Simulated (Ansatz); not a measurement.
Here is an unrelaxed guess for Te3Pb.

```cif
data_structure
_symmetry_space_group_name_H-M 'P6_3/mmc'
_symmetry_Int_Tables_number 194
_cell_length_a 7.1722
_cell_length_b 7.1722
_cell_length_c 5.6278
_cell_angle_alpha 90.000
_cell_angle_beta 90.000
_cell_angle_gamma 120.000
_cell_volume 250.71
loop_
_atom_site_label
_atom_site_type_symbol
_atom_site_symmetry_multiplicity
_atom_site_Wyckoff_symbol
_atom_site_fract_x
_atom_site_fract_y
_atom_site_fract_z
_atom_site_occupancy
Te1 Te 6 h 0.16973 0.33946 0.25000 1
Pb1 Pb 2 d 0.33333 0.66667 0.75000 1
```

Computed with Ansatz 0.2.0, DFT PBE, scalar-relativistic, plane waves, PAW. Cutoff 420 eV; k points 3×3×4 on the computed 8-atom cell (Γ-centred); Gaussian smearing, width 0.10 eV; no spin polarisation.

Energies over the elements count from the elements' standard structures at the same level, with no fitted energy shifts.

**Question.** How far from equilibrium is it?

**Answer.** The pressure is -2.0 GPa (the mean over three directions, positive in compression), the largest force is 0.16 eV/Å, and the energy is +0.13 eV/atom against the elements. The shortest distance is 3.47 Å.

**Question.** Is it a good guess?

**Answer.** A fair one: relaxing gains under 0.1 eV/atom (the start's value is from the coarse mesh, so the gain is rough) in 8 ionic steps and ends at +0.13 eV/atom on the finer mesh. The symmetry stays P6_3/mmc (No. 194). The end has the Ni3Sn (D0_19) type. The volume per atom shrinks by 1.8 %, from 31.3 to 30.8 Å³. The shortest distance goes from 3.47 Å (Te–Pb) to 3.26 Å (Te–Te). The ratio c/a of the conventional cell changes by a factor of 1.11. Conventional cell: a = 6.877 Å, c = 6.010 Å. Te is surrounded by 2 Te at 3.26 Å, 4 Pb at 3.44–3.54 Å and 6 Te at 3.62–3.66 Å; around Pb lie 12 Te at 3.44–3.54 Å.

The last run used a 6×6×8 mesh (in the run's order of axes) for its 8-atom cell and Gaussian smearing of 0.10 eV. These runs have no spin–orbit coupling, which can matter for Pb and Te. The reference form of Te is held partly by dispersion forces, which this level lacks. The relaxation can't lower the symmetry of the start, and the grade says only how near the guess is to its own end. A structure relaxed within its symmetry needn't be a true minimum.
